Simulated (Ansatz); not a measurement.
Independent-particle absorption of SrTiO₃ (Pm-3m, a = 3.936 Å, b = 3.936 Å, c = 3.936 Å, α = 90.00°, β = 90.00°, γ = 90.00°), no local fields or excitons, 0.1 eV broadening. Level of theory: Ansatz 0.2.0, DFT PBE, scalar-relativistic, plane waves, PAW.

Plane waves to 420 eV, a k mesh through Γ of 8×8×8 on the computed 5-atom cell and Gaussian smearing (0.02 eV); no spin polarisation. The spectrum is summed on a 12×12×12 mesh.

```yaml
crystal:
  lattice:
    - [3.93640, 0.00000, 0.00000]
    - [0.00000, 3.93640, 0.00000]
    - [0.00000, 0.00000, 3.93640]
  atoms:
    - { symbol: Sr, position: [0.50000, 0.50000, 0.50000] }
    - { symbol: Ti, position: [0.00000, 0.00000, 0.00000] }
    - { symbol: O, position: [0.50000, 0.00000, 0.00000] }
    - { symbol: O, position: [0.00000, 0.50000, 0.00000] }
    - { symbol: O, position: [0.00000, 0.00000, 0.50000] }
```

```
photon energy (eV)  ε2,zz
               0.0   0.00
               0.4   0.00
               0.8   0.00
               1.2   0.00
               1.6   0.00
               2.0   0.00
               2.4   1.11
               2.8   3.50
               3.2   4.65
               3.6   5.79
               4.0   7.59
               4.4   8.66
               4.8   5.46
               5.2   4.74
               5.6   3.18
               6.0   2.79
               6.4   2.86
               6.8   3.32
               7.2   5.30
               7.6   4.76
               8.0   4.77
               8.4   4.80
               8.8   3.68
               9.2   3.37
               9.6   4.14
              10.0   2.61
              10.4   2.18
              10.8   2.85
              11.2   3.10
              11.6   2.18
              12.0   1.50
              12.4   0.84
              12.8   0.80
              13.2   0.64
              13.6   0.60
              14.0   1.15
```

The strongest peak lies near 4.2 eV. ε∞ (xx, yy, zz) = 6.4, 6.4, 6.4.

Symmetry holds off the tilts and polar distortions that many cubic perovskites undergo.